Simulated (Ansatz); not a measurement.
Cu (fcc, Cu type)

```
CELL_PARAMETERS angstrom
      0.00000     1.78189     1.78189
      1.78189     0.00000     1.78189
      1.78189     1.78189     0.00000
ATOMIC_POSITIONS crystal
  Cu 0.00000 0.00000 0.00000
```

The slice is a {110} plane (indices of the conventional cell) through the point (0.000, 0.000, 0.000) (fractional), spanned by u = [100] and v = [1 -1 -1] in vectors of this cell: u (2.52 Å) and v (3.56 Å, at 90° to u). It covers one period; positions are fractions (u, v).

The numbers are results of PBEsol (plane waves to 420 eV, PAW, scalar-relativistic; Ansatz, a program for electronic structure), not measurements. k mesh 22×22×22. These are valence fields of a PAW run, semicore shells included where kept as valence: close to a nucleus they are smooth pseudo fields. Cu is run without spin polarisation. Cu was relaxed with its symmetry unable to fall.

Q: What is the ELF at the midpoint of the shortest Cu–Cu line in this plane (2.52 Å)?

A: 0.22.

Q: What is the valence density on the shortest Cu–Cu line in this plane (2.52 Å), at its midpoint?

A: 0.29 e/Å³.

Q: Predict the map of the electron localisation function (ELF) on the slice.

A: 
```
|xxxxxx661100113311001166xxxx|
|xxxx9933000022442200003399xx|
|8866331100003366330000113366|
|2211110000225577552200001111|
|0000000022557777775522000000|
|0000112244667777776655221100|
|2222334455666666666655443322|
|4444445555554444445555554444|
|4444444444443333334444444444|
|4444444444333333333344444444|
|4444444444443333334444444444|
|4444445555554444445555554444|
|2222334455666666666655443322|
|0000112255667777776644221100|
|0000000022557777775522000000|
|2211110000225577552200001111|
|8866331100003366330000113366|
|xxxx9933000022442200003399xx|
|xxxxxx661100113311001166xxxx|
|xxxxxx772200113311002277xxxx|
```
Scale: ten equal steps from 0.17 (start of '0') to 0.35 (end of '9'), in the order '0123456789'. Values: electron localisation function (ELF). The map has 14 points along u (two characters each, u = 0 at the left) and 20 along v (v = 0 in the bottom row). Points within 0.5 Å of a nucleus are blanked (x), as the pseudised field means little there.
